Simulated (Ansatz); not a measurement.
Ag:
```
CELL_PARAMETERS angstrom
     -1.59108     1.59108     1.59108
      1.59108    -1.59108     1.59108
      1.59108     1.59108    -1.59108
ATOMIC_POSITIONS crystal
  Ag 0.00000 0.00000 0.00000
```

Relaxed with LDA. Special points in fractions of this cell's reciprocal vectors: Γ (0.000, 0.000, 0.000); H (0.500, -0.500, 0.500); N (0.000, 0.000, 0.500); P (0.250, 0.250, 0.250).

Q: List the band energies nearest the Fermi level at these points for the program Ansatz at the LDA level (PAW).

A: In eV from the Fermi level; about four levels below and three above (degenerate sets whole), none deeper than 8.9 eV; … stands for higher levels left out; points with the same levels are listed once.

| k | below | above |
|---|---|---|
| Γ | -5.11 -5.11 -5.11 -3.62 -3.62 | … |
| H | -6.73 -6.73 -2.76 -2.76 -2.76 | … |
| N | -3.68 -3.47 -2.48 -0.28 | 4.44 … |
| P | -5.47 -5.47 -5.47 -3.44 -3.44 | 5.88 … |

Space group Im-3m (bcc (W type)). The first step of the workflow began from a Materials Project structure, measured or hypothetical; the Crystallography Open Database copy checked does not list it. It is not the phase usual at ambient conditions (space group No. 225). Symmetry was held in the LDA relaxation. At this level the phase is mechanically unstable. No spin polarisation was allowed. Spin–orbit coupling is left out wherever it is not named.

Potentials: the later of the program's two PAW sets.
